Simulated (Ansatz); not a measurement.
AlPt:
```
AlPt
1.0
    3.03857     0.00000     0.00000
    0.00000     3.03857     0.00000
    0.00000     0.00000     3.03857
Al Pt
1 1
Cartesian
  0.00000   0.00000   0.00000
  1.51929   1.51929   1.51929
```

Relaxed with LDA. Special points in fractions of this cell's reciprocal vectors: Γ (0.000, 0.000, 0.000); X (0.000, 0.500, 0.000); M (0.500, 0.500, 0.000); R (0.500, 0.500, 0.500).

List the band energies nearest the Fermi level at these points for plane-wave PAW LDA (Ansatz code).

In eV from the Fermi level; about four levels below and three above (degenerate sets whole), none deeper than 8.9 eV; points with the same levels are listed once.

```json
[
 {"k": "Γ", "below": "-6.00 -6.00 -2.78 -2.78 -2.78", "above": "3.90 3.90 3.90"},
 {"k": "X", "below": "-4.31 -4.31 -2.56 -0.92", "above": "6.04 8.65 8.65"},
 {"k": "M", "below": "-3.95 -3.95 -3.28 -3.28 -1.45", "above": "1.04 3.70 8.58"},
 {"k": "R", "below": "-6.83 -6.83 -6.83 -1.37 -1.37", "above": "0.69 1.72 1.72 1.72"}
]
```

Space group Pm-3m (CsCl type). The workflow started from a Materials Project entry (that database holds measured and hypothetical structures alike); the Crystallography Open Database copy checked does not list it. With Al and Pt taken as one species the cell has the higher symmetry Im-3m, so it may be an ordered model of a mixed-site phase. Whether it is the stable phase at ambient conditions was not checked. Symmetry was held in the LDA relaxation; of distortions, only those at the zone centre were tested. No spin polarisation was allowed. Spin–orbit coupling is left out wherever it is not named.

Potentials: the later of the program's two PAW sets.
